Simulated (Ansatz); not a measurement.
LiH:
```yaml
crystal:
  lattice:
    - [0.00000, 1.95476, 1.95476]
    - [1.95476, 0.00000, 1.95476]
    - [1.95476, 1.95476, 0.00000]
  atoms:
    - { symbol: Li, position: [0.00000, 0.00000, 0.00000] }
    - { symbol: H, position: [0.50000, 0.50000, 0.50000] }
```

Tensor components refer to the Cartesian frame of this cell.

**Question.** Give the high-frequency dielectric tensor and the Born effective charge tensors of the independent atoms from DFPT, the program Ansatz at the LDA level (PAW).

**Answer.** 
ε∞:
```
4.98  0.00  0.00
0.00  4.98  0.00
0.00  0.00  4.98
```
Z* of atom 1 (Li), rows: field, columns: displacement, in e:
```
1.03  0.00  0.00
0.00  1.03  0.00
0.00  0.00  1.03
```
Z* of atom 2 (H), rows: field, columns: displacement, in e:
```
-1.03   0.00   0.00
 0.00  -1.03   0.00
 0.00   0.00  -1.03
```

Space group Fm-3m (rock salt). The cell was relaxed with LDA under the symmetry of its start; phonons on a q-mesh show no instability.

Potentials: the later of the program's two PAW sets.
